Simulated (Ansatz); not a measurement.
Relaxed-ion elastic tensor of Nb in space group P6/mmm (No. 191; Nb on 1a, Nb on 2d) in GPa (Voigt order), r²SCAN (plane waves, PAW; program Ansatz); density 8.40 g/cm³, 18.37 Å³ per atom.

```
 257   139  89.2   0.0   0.0   0.0
 139   257  89.2   0.0   0.0   0.0
89.2  89.2   364   0.0   0.0   0.0
 0.0   0.0   0.0  -1.3   0.0   0.0
 0.0   0.0   0.0   0.0  -1.3   0.0
 0.0   0.0   0.0   0.0   0.0  59.0
```

**Question.** Is the crystal mechanically stable?

**Answer.** On the edge, within the error: the smallest eigenvalue of C is -1.3 GPa.

The start of the workflow was typed in or built on a structure type; neither database checked (COD, Materials Project) lists it. It is not the phase usual at ambient conditions (space group No. 229). Symmetry was held in the r²SCAN relaxation; whether a distortion lowers the energy is not shown. No spin polarisation was allowed. As this level gives no gap, shear constants depend on the k-mesh and smearing (Fermi–Dirac, 0.1 eV here). On the denser mesh and wider smearing of the elastic run this cell carries a stress of 0.4 GPa.

Potentials: the earlier of the program's two PAW sets.
